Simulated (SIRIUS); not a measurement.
Worked example: self-consistent single point of Au (P1, 4 atoms in the cell; from Materials Project mp-1008634, changed as shown) in SIRIUS.

Computed with LDA (PW92), GBRV LDA ultrasoft pseudopotentials (plane waves; SIRIUS).

The change in words: atoms moved at random. Reference geometry (Cmcm):
```
Au
1.0
    2.82262     0.00000     0.00000
    0.00000     5.11187     0.00000
    0.00000     0.00000     4.89317
Au
4
Direct
  0.00000   0.33467   0.75000
  0.50000   0.16533   0.25000
  0.50000   0.83467   0.75000
  0.00000   0.66533   0.25000
```

Reference input (self-consistent single point, DFT, LDA (PW92), plane waves, GBRV LDA ultrasoft pseudopotentials): parameters.ngridk = 8 6 6; parameters.xc_functionals = [XC_LDA_X, XC_LDA_C_PW]; parameters.gk_cutoff = 6.325 1/bohr; parameters.pw_cutoff = 14.143 1/bohr; parameters.smearing = fermi_dirac; parameters.smearing_width = 0.00367493 Ha; potentials = GBRV LDA ultrasoft pseudopotentials; parameters.electronic_structure_method = pseudopotential; parameters.num_bands = 26; parameters.num_mag_dims = 0; parameters.num_dft_iter = 100; parameters.energy_tol = 1e-07 Ha. This run's input differs from it in these lines:

```diff
@@ -44,6 +44,6 @@
       "Au": [
-        [0.0, 3.2329236741, 6.9350633859],
-        [2.6669893769, 1.5970934683, 2.3116877953],
-        [2.6669893769, 8.0629408164, 6.9350633859],
-        [0.0, 6.4271106106, 2.3116877953]
+        [-0.0859250637, 3.231503649, 6.9277676992],
+        [2.6412209256, 1.6443793361, 2.4203186282],
+        [2.6373911288, 7.988452292, 6.8802948787],
+        [0.1412970972, 6.4557332922, 2.2651211564]
       ]
```

Output (repeated stretches shortened):

```
[find] density tolerance         : 1e-06
[find] total energy tolerance    : 1e-07
[find] iter_solver_tol (initial) : 0.01
[find] iter_solver_tol (target)  : 1e-13
[find] num_dft_iter              : 100
Charges and magnetic moments
--------------------------------------------------------------------------------
total charge          : 44.000000
[find] | SCF iteration   0 out of 100|
[diagonalize] iterative solver tolerance (occupied, empty): 0.01 0.01
[diagonalize] average number of iterations: 1.48649
[find] Charges and magnetic moments
[find] total charge          : 44.000000
[find] Energy
   [... lines left out ...]

[find] Charges and magnetic moments
[find] total charge          : 44.000000
[find] Energy
[find] smearing (-TS)                 :      -0.00200364
[find] Total energy                   :    -229.86514144 (Ha),    -459.73028287 (Ry)
[find] Free energy (E-TS)             :    -229.86714508 (Ha),    -459.73429016 (Ry)
[find] band gap (eV)                  :       0.00000000
[find] Efermi                         :       0.53464380
[find] iteration : 19, RMS (target) : 9.3752e-07 (1.0000e-06) , energy difference (target) : -2.0870e-10 (1.0000e-07)
[find] bands are converged : true
[find] iterative solver converged : false
[find] converged after 20 SCF iterations!
[find] Charges and magnetic moments
[find] total charge          : 44.000000
[find] Energy
[find] smearing (-TS)                 :      -0.00200364
[find] Total energy                   :    -229.86514144 (Ha),    -459.73028287 (Ry)
[find] Free energy (E-TS)             :    -229.86714508 (Ha),    -459.73429016 (Ry)
[find] band gap (eV)                  :       0.00000000
[find] Efermi                         :       0.53464380
[ground_state] === stress tensor components [kbar] ===
[ground_state] === stress_total ===
[ground_state]    99.729569    0.745298   -0.776445
[ground_state]     0.745298  100.632458   -0.933621
[ground_state]    -0.776445   -0.933621   91.430190
[ground_state] ==== total Forces in Ha/bohr =====
[ground_state] atom:    0, force:       0.0007073     -0.0033120      0.0042852
[ground_state] atom:    1, force:       0.0011323     -0.0013653     -0.0054699
[ground_state] atom:    2, force:       0.0001248      0.0036985      0.0023332
[ground_state] atom:    3, force:      -0.0019644      0.0009789     -0.0011485
```

The run converged in 20 iterations. SIRIUS prints the stress tensor with tension positive. Against the reference run the free energy rises by 4.7 meV/atom, the pressure goes from -10.10 to -9.73 GPa and the largest force goes from 0.002 to 0.296 eV/Å.

The structure comes from a collection of computed structures, made at another level of theory; the collection holds predicted forms beside known ones. No clean gap shows at this smearing width and mesh (spacing up to 0.28 Å⁻¹); the mesh is coarse for partly filled bands, so the values carry mesh errors.

Cost on one core: roughly 2.8 core-minutes.
